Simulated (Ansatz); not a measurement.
Recipe of this trial structure of OsPtC₄N₄: two interpenetrating cyanide-bridged diamond nets (P-43m, No. 215). Lengths were set from tabulated atomic sizes, so they are only a guess.

```
CELL_PARAMETERS angstrom
5.85837 0.00000 0.00000
0.00000 5.85837 0.00000
0.00000 0.00000 5.85837
ATOMIC_POSITIONS crystal
Os 0.00000 0.00000 0.00000
Pt 0.50000 0.50000 0.50000
C 0.18685 0.18685 0.18685
C 0.18685 0.81315 0.81315
C 0.81315 0.18685 0.81315
C 0.81315 0.81315 0.18685
N 0.30216 0.30216 0.30216
N 0.30216 0.69784 0.69784
N 0.69784 0.30216 0.69784
N 0.69784 0.69784 0.30216
```

All numbers below come from Ansatz, DFT PBE, scalar-relativistic, plane waves, PAW. Cutoff 420 eV, Gaussian smearing, Γ-centred meshes. Cell and atoms relax first on a coarse mesh and then on a converged one. In between, the cell is made exact in the group found at 0.06 Å. The steps can't lower the symmetry of their start. Collinear spin, starting moments Os 1.0 μB; they died out on the coarse mesh, so the last step has no spin.

A guess keeps its type if space group and coordination stay and the shape of the cell changes little (axis ratios within about 15 %, angles within 6°); the volume may change.

Task: Does this structure survive the relaxation?

Result: It keeps its type. The symmetry stays P-43m (No. 215). The volume per atom grows by 2.8 %, from 20.1 to 20.7 Å³. The shortest distance goes from 1.17 Å (C–N) to 1.19 Å (C–N). Counting neighbours within 15 % of an atom's shortest distance, the start has C 1, N 1, Os 4, Pt 4 and the end C 1, N 1, Os 4, Pt 4.

Energies over the elements count from the elements' standard structures at the same level (N₂ as a molecule), with no fitted energy shifts.

Task: At what energy does it end?

Result: +0.813 eV/atom. A positive value: parting into the elements would lower its energy.

The last run used a 6×6×6 mesh for its 10-atom cell and Gaussian smearing of 0.01 eV. Spin–orbit coupling, which can matter for Os and Pt, is left out. The reference form of C is held partly by dispersion forces, which this level lacks. Symmetry constrained the relaxation, so the result can be a saddle point.
